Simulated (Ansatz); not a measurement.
Ag (fcc (Cu type), Fm-3m) at seven volumes, the program Ansatz at the r²SCAN level (PAW), scaled uniformly. One row is withheld.

```json
[
 {"V (Å³/atom)": "15.731", "P (GPa)": "12.64"},
 {"V (Å³/atom)": "16.249", "P (GPa)": "?"},
 {"V (Å³/atom)": "16.768", "P (GPa)": "3.42"},
 {"V (Å³/atom)": "17.287", "P (GPa)": "0.00"},
 {"V (Å³/atom)": "17.805", "P (GPa)": "-2.76"},
 {"V (Å³/atom)": "18.324", "P (GPa)": "-4.99"},
 {"V (Å³/atom)": "18.842", "P (GPa)": "-6.82"}
]
```

### Question
Fit the shown pressures and predict the withheld one.

### Answer
P = (3/2)B₀(x^(7/2) − x^(5/2))[1 + (3/4)(B′ − 4)(x − 1)] with x = (V₀/V)^(2/3). Least squares on the six rows gives V₀ = 17.289 Å³/atom, B₀ = 102 GPa, B′ = 5.81. At V = 16.249, x = 1.0422 and P = 7.58 GPa. The run itself gave 7.58 GPa.

The cell was relaxed with r²SCAN under the symmetry of its start. The run is not spin-polarised.

Potentials: the later of the program's two PAW sets.
